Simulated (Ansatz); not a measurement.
Input and command of a plane-wave DFT calculation in Ansatz:

```yaml
crystal:
  lattice:
    - [3.107232486, 0.0, 0.0]
    - [0.0, 3.107232486, 0.0]
    - [0.0, 0.0, 6.214464972]
  atoms:
    - { symbol: Mo, position: [0.0, 0.0, 1.0], spin: 2.0 }
    - { symbol: Se, position: [0.5, 0.5, 0.25] }
    - { symbol: Mo, position: [0.0, 0.0, 0.5], spin: -2.0 }
    - { symbol: Se, position: [0.5, 0.5, 0.75] }
basis:
  ecutwfc: 420
kpoints:
  mp_grid: { grid: [14, 14, 7] }
hamiltonian:
  xc: pbesol
scf:
  occupations: { method: gaussian, width: 0.1 }
  lower_state_search: "off"
output:
  forces: true
  stress: true
  eigenvalues: true
  populations: true
magnetization:
  spin_polarized: true
```

```bash
ansatz run input.yaml --threads 1 --pin off --max-ram 2560MiB --backend cpu --events-out ev --progress --plain --runs-dir out
```

Processor: Intel(R) Xeon(R) Platinum 8259CL CPU @ 2.50GHz (Skylake/Cascade Lake), 1 thread, on a host shared with other jobs.

Q: How long does it run, and how much memory does it take?

A: About 63 s on 1 thread of Intel(R) Xeon(R) Platinum 8259CL CPU @ 2.50GHz (Skylake/Cascade Lake), on a shared host, peak memory 0.74 GiB. It solves 39 bands at 144 k points (the mesh reduced by the symmetry that the task leaves, which can be less than the crystal's) with about 1173 plane waves, in 16 SCF iterations.
